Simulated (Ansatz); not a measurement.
**Kick test of a cell of Mg5CdO6**

It was reached by relaxing an invented guess, and it needn't be the stable form of this composition.

Level of theory: Ansatz 0.2.0, DFT PBE, scalar-relativistic, plane waves, PAW. Cutoff 420 eV; k points 10×10×2 on the computed 12-atom cell (Γ-centred); Gaussian smearing, width 0.02 eV; no spin polarisation.

The cell below (12 atoms, space group P4/mmm (No. 123)) is relaxed within its symmetry.

```cif
data_structure
_symmetry_space_group_name_H-M 'P 1'
_symmetry_Int_Tables_number 1
_cell_length_a 3.0966
_cell_length_b 3.0966
_cell_length_c 13.1209
_cell_angle_alpha 90.000
_cell_angle_beta 90.000
_cell_angle_gamma 90.000
_cell_volume 125.82
loop_
_atom_site_label
_atom_site_type_symbol
_atom_site_fract_x
_atom_site_fract_y
_atom_site_fract_z
_atom_site_occupancy
Mg1 Mg 0.00000 0.00000 0.00000 1
Mg2 Mg 0.50000 0.50000 0.15877 1
Mg3 Mg 0.00000 0.00000 0.32003 1
Mg4 Mg 0.00000 0.00000 0.67997 1
Mg5 Mg 0.50000 0.50000 0.84124 1
Cd1 Cd 0.50000 0.50000 0.50000 1
O1 O 0.00000 0.00000 0.15937 1
O2 O 0.50000 0.50000 0.31718 1
O3 O 0.00000 0.00000 0.50000 1
O4 O 0.50000 0.50000 0.68282 1
O5 O 0.00000 0.00000 0.84063 1
O6 O 0.50000 0.50000 0.00000 1
```

For the test it was strained at random (σ = 1.5 % a component), the atoms were moved at random (σ = 0.15 Å), and all was relaxed again on a coarse 4×4×1 mesh (in the run’s order of axes) with 0.10 eV smearing, with no symmetry imposed.

**Question.** Does it come back?

**Answer.** It returns, within 1 meV/atom of the unmoved cell on that mesh and with the same symmetry when read at 0.1 Å. So it is stable against the distortions that fit this cell and that this random move excites. Modes that don't fit the cell aren't tested.
